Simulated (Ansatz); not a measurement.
Ag (hcp, Mg type)

```xyz
2
Lattice="2.9027 0.0000 0.0000 -1.4514 2.5138 0.0000 0.0000 0.0000 4.7501" Properties=species:S:1:pos:R:3 pbc="T T T"
Ag     0.0000     1.6759     1.1875
Ag     1.4514     0.8379     3.5626
```

Two coordinates are scanned: the volume, and the ratio of the stretch along z (the conventional c axis) to the stretch across it. Atoms keep their fractional coordinates.

Level of theory: r2SCAN (plane waves to 500 eV, PAW, scalar-relativistic; Ansatz, a quantum-chemistry and plane-wave program). k mesh 18×18×10 (Γ-centred), Fermi-Dirac smearing 0.05 eV. The energy includes the smearing's −TS. Stress and pressure are positive under compression. With partly filled bands, the response to shear is sensitive to the k mesh, so small differences along c/a are uncertain. Ag was relaxed with its symmetry unable to fall. This is one of several known forms of Ag; the measured ambient cells at hand have space group No. 225. ΔE is measured from the relaxed starting cell.

ΔE (meV/atom), with V/V₀ across and (c/a)/(c/a)₀ down:

| (c/a)/(c/a)₀ \ V/V₀ | 0.960 | 0.980 | 1.000 | 1.020 | 1.040 |
|---|---|---|---|---|---|
| 0.960 | 16 | 8 | 5 | 7 | 13 |
| 0.980 | 11 | 4 | 1 | 3 | 9 |
| 1.000 | 10 | 2 | 0 | 2 | 8 |
| 1.020 | 11 | 4 | 1 | 3 | 9 |
| 1.040 | 16 | 8 | 5 | 7 | 12 |

σxx (GPa), with V/V₀ across and (c/a)/(c/a)₀ down:

```csv
(c/a)/(c/a)₀ \ V/V₀,0.960,0.980,1.000,1.020,1.040
0.960,3.4,1.1,-1.0,-2.9,-4.5
0.980,4.1,1.6,-0.5,-2.4,-4.0
1.000,4.7,2.2,0.0,-1.9,-3.6
1.020,5.5,2.9,0.6,-1.4,-3.1
1.040,6.5,3.8,1.4,-0.6,-2.4
```

Key numbers:

```
Quantity                                                             Result
-------------------------  ------------------------------------------------
Lowest place on the grid    V/V₀ = 1.000, (c/a)/(c/a)₀ = 1.000 (0 meV/atom)
Highest place on the grid  V/V₀ = 0.960, (c/a)/(c/a)₀ = 0.960 (16 meV/atom)
```

(Under strain, the slope of the energy per volume gives the stress and its curvature an elastic modulus.)
